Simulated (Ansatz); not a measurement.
zincblende-structured TaSb

The computed numbers are results of r²SCAN, scalar-relativistic (no spin polarisation) in the plane-wave PAW code Ansatz at 500 eV, Γ-centred 10×10×10 mesh, 0.05 eV Gaussian smearing; PAW files: Ansatz's generated set soft_2.

```
Ta Sb
1.0
     0.00000    3.12396    3.12396
     3.12396    0.00000    3.12396
     3.12396    3.12396    0.00000
Ta Sb
1 1
Direct
  0.00000 0.00000 0.00000
  0.25000 0.25000 0.25000
```

The structure was built from a prototype; whether the compound forms in it isn't claimed.

The cell is relaxed to zero pressure at this level.

The cell has space group F-43m (read at 0.01 Å). In it the stress is 0.00, 0.00, 0.00, 0.00, 0.00, 0.00 GPa and the largest force component 0.000 eV/Å. Each change below starts from this cell, without further relaxation. Stress is in GPa, positive in compression, in the order xx, yy, zz, yz, xz, xy; energies are counted from the cell above and are free energies with the smearing's entropy, which match forces and stress in a metal.

What happens when atom 1 (Ta) is moved by 0.12 Å along x?

The energy changes by 70.3 meV per cell, and the force on it along the shift is -1.163 eV/Å (−F/u = 9.70 eV/Å²). Stress: -0.29, 0.82, 0.82, 5.51, 0.00, 0.00.
```
atom  Fx (eV/Å)     Fy     Fz
 Ta1     -1.163  0.000  0.000
 Sb2      1.163  0.000  0.000
```
In a harmonic crystal the energy would rise by −½F·u = ½ × 9.70 × 0.12² eV = 69.8 meV, which matches.

A single strain component, atoms carried along, gave the stress 1.70, 1.59, 1.70, 0.00, 0.00, 0.00. Which component, and about how large?

An engineering strain of -2 % in yy; the energy changes by 6.0 meV per cell.

All atoms and the cell are disturbed at random:
```
CELL_PARAMETERS angstrom
0.04416 3.14781 3.16938
3.17075 0.00441 3.20914
3.11343 3.13025 0.06173
ATOMIC_POSITIONS crystal
Ta 0.01292 0.00265 0.99150
Sb 0.23708 0.24735 0.25850
```
Give the energy change, the stress and the forces.

67.6 meV per cell; stress -0.48, -0.34, -1.10, -2.06, -0.80, 4.48 GPa.
```tsv
atom	Fx (eV/Å)	Fy	Fz
Ta1	0.490	0.398	-1.023
Sb2	-0.490	-0.398	1.023
```

No spin–orbit coupling, a notable omission for heavy elements.
